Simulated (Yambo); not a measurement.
How GW settings move the gap: GaAs

G0W0@PBE for GaAs (zinc blende, space group F-43m, No. 216) in Yambo. Reference settings: 4×4×4 Γ-centred k mesh, bands 9 to 217 and a 15 Ry block in the screening, 217 bands in G with the Bruneval-Gonze terminator, plasmon pole fitted at 27.2 eV. The PBE gap Γ → Γ on this mesh is 0.49 eV; G0W0 gaps are taken between the same points.

```
change from the reference       G0W0 gap Γ → Γ (eV)  shift of the valence edge (eV)        rough Yambo cost
------------------------------  -------------------  ------------------------------  ----------------------
reference settings                             1.13                           -0.58                       1
119 bands in W, 119 bands in G                 1.17                           -0.49  within a factor of two
119 bands in G                                 1.14                           -0.59                       –
9 Ry block                                     1.14                           -0.55  within a factor of two
no terminator                                  1.13                           -0.53                       –
```

The reference isn't shown to be the converged limit. Costs are rough (shared machines), scaled to the same edge states, and given only for runs that recompute the screening.

Spin-orbit splittings are left out.

Geometry relaxed with PBEsol; primitive cell a = b = c = 4.0025 Å, α = β = γ = 60.00°.

A shift is the quasiparticle energy of the state minus its PBE energy.

The potentials are those of PseudoDojo's stringent table.
